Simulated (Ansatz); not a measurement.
Given:

B$_{2}$W:
```
CELL_PARAMETERS angstrom
      2.98197     0.00000     0.00000
     -1.49099     2.58246     0.00000
      0.00000     0.00000     3.31890
ATOMIC_POSITIONS crystal
  W  0.00000 0.00000 0.00000
  B  0.33333 0.66667 0.50000
  B  0.66667 0.33333 0.50000
```

This is the LDA-relaxed structure. x, y and z are the axes in which the lattice vectors are written.

### Question
All from plane-wave PAW LDA (Ansatz code), unless another level is named. Give the Hill bulk and shear moduli.

### Answer
352 and 174 GPa.

### Question
Give the elastic constants (relaxed ions, GPa).

### Answer
C11 = 665, C12 = 165, C13 = 271, C33 = 446, C44 = 156.

### Question
And the highest zone-centre frequency?

### Answer
874 cm⁻¹.

Space group P6/mmm. The workflow started from an entry of the Crystallography Open Database (COD), which files this formula under 2 space groups. Its standing as an ambient phase is unchecked. Symmetry was held in the LDA relaxation; whether a distortion lowers the energy is not shown. No spin polarisation was allowed. As this level gives no gap, shear constants depend on the k-mesh and smearing (Fermi–Dirac, 0.1 eV here). As this level gives no gap, phonon frequencies hold no LO–TO term and depend on the k-mesh and smearing (Fermi–Dirac, 0.1 eV here). On the denser mesh and wider smearing of the elastic run this cell carries a stress of 0.5 GPa. Scalar-relativistic: spin–orbit coupling is off unless named, which matters more the heavier the elements.

Potentials: the later of the program's two PAW sets.
